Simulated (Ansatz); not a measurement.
Relaxed SiO2 (rutile):

```
CELL_PARAMETERS angstrom
      4.23588     0.00000     0.00000
      0.00000     4.23588     0.00000
      0.00000     0.00000     2.68991
ATOMIC_POSITIONS crystal
  Si 0.50000 0.50000 0.50000
  Si 0.00000 0.00000 0.00000
  O  0.80699 0.80699 0.50000
  O  0.30699 0.69301 0.00000
  O  0.69301 0.30699 0.00000
  O  0.19301 0.19301 0.50000
```

The atoms are displaced by Q × the pattern below (from a DFPT mode at Γ, largest move 1; Q in Å), at fixed cell.

| atom | x | y | z |
|---|---|---|---|
| Si1 | 0.000 | 0.000 | 0.495 |
| Si2 | 0.000 | 0.000 | -0.495 |
| O3 | 0.000 | 0.000 | 1.000 |
| O4 | 0.000 | 0.000 | -1.000 |
| O5 | 0.000 | 0.000 | -1.000 |
| O6 | 0.000 | 0.000 | 1.000 |

These are PBE (plane waves to 420 eV, PAW, scalar-relativistic; Ansatz, a first-principles code) values and carry that method's errors. k mesh 8×8×12 (Γ-centred), Fermi-Dirac smearing 0.05 eV. The energy includes the smearing's −TS. SiO2 was relaxed with its symmetry unable to fall. The PAW data are Ansatz's earlier set. ΔE is measured from the undisplaced structure.

```csv
Q (Å),ΔE (meV/cell)
-0.180,2454
-0.150,1697
-0.120,1083
-0.090,607
-0.060,withheld
-0.030,67
0.000,0
0.030,67
0.060,withheld
0.090,607
0.120,1083
0.150,1697
0.180,2454
```

Question: Fit an even polynomial form (powers 2, 4) to the given rows and predict ΔE at Q = 0.060.

Answer: Least squares on the 11 given rows: ΔE = (74730)·Q² + (31270)·Q⁴, in meV/cell with Q in Å; root-mean-square residual 0.3 meV/cell. At 0.060 the fit gives 269 meV/cell; the calculation gives 269 meV/cell, the same to the digits shown. The quadratic term alone would give 269 meV/cell.

(For displaced atoms, the force is minus the slope of the energy, and its curvature is a force constant, which sets phonon frequencies.)
